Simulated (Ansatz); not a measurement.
Put ScGaS₃ in R-3c (No. 167): Sc on 6a; Ga on 6b; S on 18e. A trial structure of ScGaS₃ was built thus: perovskite family, tilts a-a-a- (A site Sc; B site Ga; X site S).

All numbers below come from DFT PBE, scalar-relativistic, plane waves, PAW in Ansatz 0.2.0. Cutoff 420 eV, Γ-centred mesh, Gaussian smearing, no spin polarisation.

Energies over the elements count from the elements' standard structures at the same level, with no fitted energy shifts.

Q: Predict the relaxed structure.

A:

Space group R-3c:H (No. 167). a = 6.606 Å, b = 6.606 Å, c = 15.605 Å, α = 90.00°, β = 90.00°, γ = 120.00°
| atom | site | symmetry | x | y | z |
| --- | --- | --- | --- | --- | --- |
| Sc | 6a | 32 | 0.3333 | 0.6667 | 0.4167 |
| Ga | 6b | -3. | 0.3333 | 0.6667 | 0.1667 |
| S | 18e | .2 | 0.6233 | 0.6233 | 0.2500 |

Sc has 3 S at 2.49 Å; Ga has 6 S at 2.45 Å; around S lie 2 Ga at 2.45 Å and 1 Sc at 2.49 Å. Another local minimum with the same sites may exist.

Q: And its energy and gap?

A: The formation energy is −0.947 eV/atom and the gap on the 6×6×6 mesh of the 10-atom cell is 0.42 eV. It lies below the elements, which doesn't yet make it stable against other compounds or structures.

The last run used Gaussian smearing of 0.02 eV. Kohn–Sham gaps at this level usually fall short of measured ones. The reference form of S is held partly by dispersion forces, which this level lacks. Symmetry constrained the relaxation, so the result can be a saddle point.
